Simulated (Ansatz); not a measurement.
Relaxed TiN (rock salt):

```
TiN
1.0
    0.00000     4.24692     4.24692
    2.12346     2.12346     4.24692
    2.12346     2.12346     0.00000
N Ti
2 2
Direct
  0.00000   0.00000   0.00000
  0.50000   0.00000   0.00000
  0.00000   0.50000   0.50000
  0.50000   0.50000   0.50000
```

The atoms are displaced by Q × the pattern below (from a DFPT mode at X = (0.5, 0.5, 0.0), largest move 1; Q in Å), at fixed cell. It is one choice among 2 degenerate patterns. (q is in reciprocal vectors of the primitive cell; the cell shown is doubled to hold the pattern.)

| atom | x | y | z |
|---|---|---|---|
| N1 | 0.000 | -1.000 | 0.000 |
| N2 | 0.000 | 1.000 | 0.000 |
| Ti3 | 0.000 | -0.150 | 0.000 |
| Ti4 | 0.000 | 0.150 | 0.000 |

Calculation: PBE (plane waves to 420 eV, PAW, scalar-relativistic; Ansatz, a program for electronic structure). k mesh 19×19×19 (Γ-centred), Fermi-Dirac smearing 0.05 eV. The energy includes the smearing's −TS. With partly filled bands, energies and forces of such displacements shift with the k mesh and the smearing. TiN is run without spin polarisation. TiN was relaxed with its symmetry unable to fall. ΔE is measured from the undisplaced structure. The last digit holds for this mesh only.

```csv
Q (Å),ΔE (meV/cell)
-0.2800,1296.2
-0.2333,873.6
-0.1867,545.6
-0.1400,withheld
-0.0933,131.1
-0.0467,32.4
0.0000,0.0
0.0467,32.4
0.0933,131.1
0.1400,withheld
0.1867,545.6
0.2333,873.6
0.2800,1296.2
```

Q: Fit an even polynomial form (powers 2, 4, 6) to the given rows and predict ΔE at Q = -0.1400.

A: Least squares on the 11 given rows: ΔE = (14890)·Q² + (22370)·Q⁴ + (-17780)·Q⁶, in meV/cell with Q in Å; root-mean-square residual 0.18 meV/cell. At -0.1400 the fit gives 300.3 meV/cell; the calculation gives 300.4 meV/cell, so the interpolation is off by -0.1 (-0.0 %). The quadratic term alone would give 291.8 meV/cell.

(For displaced atoms, the force is minus the slope of the energy, and its curvature is a force constant, which sets phonon frequencies.)
